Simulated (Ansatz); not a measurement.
Ti$_{3}$AlB:
```yaml
crystal:
  lattice:
    - [4.26909, 0.00000, 0.00000]
    - [0.00000, 4.26909, 0.00000]
    - [0.00000, 0.00000, 4.26909]
  atoms:
    - { symbol: Al, position: [0.00000, 0.00000, 0.00000] }
    - { symbol: Ti, position: [0.00000, 0.50000, 0.50000] }
    - { symbol: Ti, position: [0.50000, 0.00000, 0.50000] }
    - { symbol: Ti, position: [0.50000, 0.50000, 0.00000] }
    - { symbol: B, position: [0.50000, 0.50000, 0.50000] }
```

Relaxed with PBE.

Q: Which orbitals make up the states near the Fermi level in DFT-PBE in the program Ansatz with PAW potentials?

A: Within 0.5 eV of the Fermi level: Ti 3d 92 %. Projections are on Löwdin-orthogonalised atomic valence shells; empty p or d shells of many metals are not among them.

Q: Tabulate the density of states.

A: States/eV per cell of 5 atoms, in 0.25 eV bins, energy from the Fermi level.

| E (eV) | total | Ti 3d | B 2p | Al 3p |
|---|---|---|---|---|
| -7.85 | 0.56 | 0.07 | 0.01 | 0.02 |
| -7.60 | 0.72 | 0.09 | 0.02 | 0.04 |
| -7.35 | 1.03 | 0.15 | 0.02 | 0.07 |
| -7.10 | 1.09 | 0.17 | 0.02 | 0.07 |
| -6.85 | 0.99 | 0.16 | 0.02 | 0.06 |
| -6.60 | 0.90 | 0.14 | 0.02 | 0.04 |
| -6.35 | 0.81 | 0.13 | 0.02 | 0.03 |
| -6.10 | 0.54 | 0.08 | 0.02 | 0.01 |
| -5.85 | 0.35 | 0.04 | 0.02 | 0.01 |
| -5.60 | 1.71 | 0.38 | 0.12 | 0.02 |
| -5.35 | 2.49 | 0.54 | 0.17 | 0.05 |
| -5.10 | 2.07 | 0.39 | 0.14 | 0.08 |
| -4.85 | 1.57 | 0.38 | 0.08 | 0.08 |
| -4.60 | 0.43 | 0.16 | 0.01 | 0.01 |
| -4.35 | 0.00 | 0.00 | 0.00 | 0.00 |
| -4.10 | 0.04 | 0.01 | 0.01 | 0.01 |
| -3.85 | 1.75 | 0.61 | 0.61 | 0.20 |
| -3.60 | 2.04 | 0.70 | 0.66 | 0.26 |
| -3.35 | 2.25 | 0.77 | 0.69 | 0.33 |
| -3.10 | 3.45 | 1.26 | 0.79 | 0.72 |
| -2.85 | 2.19 | 0.83 | 0.59 | 0.36 |
| -2.60 | 1.97 | 0.84 | 0.54 | 0.26 |
| -2.35 | 2.09 | 0.98 | 0.58 | 0.24 |
| -2.10 | 2.52 | 1.27 | 0.74 | 0.24 |
| -1.85 | 2.77 | 1.42 | 0.79 | 0.29 |
| -1.60 | 7.30 | 3.96 | 1.56 | 1.27 |
| -1.35 | 8.88 | 4.61 | 0.98 | 2.83 |
| -1.10 | 9.28 | 6.14 | 0.60 | 2.25 |
| -0.85 | 1.66 | 1.01 | 0.34 | 0.25 |
| -0.60 | 2.49 | 1.85 | 0.39 | 0.13 |
| -0.35 | 2.56 | 2.29 | 0.13 | 0.03 |
| -0.10 | 3.10 | 2.85 | 0.08 | 0.01 |
| 0.15 | 3.19 | 2.99 | 0.05 | 0.02 |
| 0.40 | 3.46 | 3.27 | 0.03 | 0.03 |
| 0.65 | 3.45 | 3.19 | 0.06 | 0.03 |
| 0.90 | 10.41 | 9.26 | 0.26 | 0.21 |
| 1.15 | 5.12 | 4.36 | 0.17 | 0.15 |
| 1.40 | 4.10 | 3.64 | 0.08 | 0.08 |
| 1.65 | 7.90 | 7.36 | 0.17 | 0.11 |
| 1.90 | 12.35 | 11.47 | 0.09 | 0.12 |
| 2.15 | 4.00 | 3.86 | 0.01 | 0.04 |
| 2.40 | 1.70 | 1.66 | 0.00 | 0.01 |
| 2.65 | 1.70 | 1.66 | 0.01 | 0.01 |
| 2.90 | 3.06 | 2.98 | 0.02 | 0.04 |

Space group Pm-3m (anti-perovskite). The start of the workflow was typed in or built on a structure type; neither database checked (COD, Materials Project) lists it. Whether it is the stable phase at ambient conditions was not checked. The cell was relaxed with PBE under the symmetry of its start; its stability against distortions is not shown here. The run is not spin-polarised.

Potentials: the earlier of the program's two PAW sets.
